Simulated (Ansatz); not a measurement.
**Surface calculation: fcc Ni (100), 4 layers**

The slab is cut from the fcc crystal, the stable phase, as relaxed on PAW files (10.91 Å³/atom), with 16 Å of vacuum and a dipole correction:

```xyz
4
Lattice="2.4894 0.0000 0.0000 0.0000 2.4894 0.0000 0.0000 0.0000 21.2808" Properties=species:S:1:pos:R:3 pbc="T T T"
Ni    0.6223    0.6223    8.0000
Ni    1.8670    1.8670    9.7603
Ni    0.6223    0.6223   11.5205
Ni    1.8670    1.8670   13.2808
```

All numbers are PBE results (scalar-relativistic) from Ansatz 0.2.0, with a Γ-centred 16×16×1 k mesh, Fermi–Dirac smearing of 0.1 eV, spin-polarised from start moments Ni1 1, Ni2 1, Ni3 1, Ni4 1 μB. Methods: LAPW: all electrons, basis error target 1 meV/atom; PAW: frozen-core files, cutoff 420 eV.

The bulk energy comes from a cell in the slab's orientation on a 16×16×12 mesh. The surface energy is (E(slab) − N·E(bulk))/2A at zero smearing, the mean of both faces; thin slabs carry quantum-size effects.

The magnetic state is the one reached from the start moments; other orders weren't searched.

Question: As cut, the LAPW slab lies 1.766 eV above 4 atoms of bulk. What surface energy is that?

Answer: Over two faces of 6.20 Å² it is 142.5 meV/Å², and times 16.02 J/m² per eV/Å² that gives γ = 2.282 J/m².

Question: What do relaxation and the other method give, and what work function comes out?

Answer: 

```tsv
method	γ as cut (J/m²)	γ relaxed (J/m²)	Φ as cut (eV)	Φ relaxed (eV)
LAPW	2.282	2.251	4.88	4.88
PAW	2.282	2.250	4.88	4.88
```

Question: How do the spacings between the planes relax?

Answer: From the bottom face up: d12 -3.7 % of 1.760 Å, d23 +1.5 % of 1.760 Å, d34 -3.7 % of 1.760 Å.

Question: How do the moments vary through the slab?

Answer: Ni1 0.75, Ni2 0.68, Ni3 0.68, Ni4 0.75 μB in the LAPW spheres; the bulk has Ni 0.65 μB.

Question: What changes if the images along the normal are cut off in place of the dipole correction?

Answer: LAPW then gives: no gap, work function 4.88 eV; PAW: no gap, work function 4.88 eV.

Question: What changes if the vacuum is set to 13 Å?

Answer: LAPW then gives: no gap, work function 4.88 eV; PAW: no gap, work function 4.88 eV.
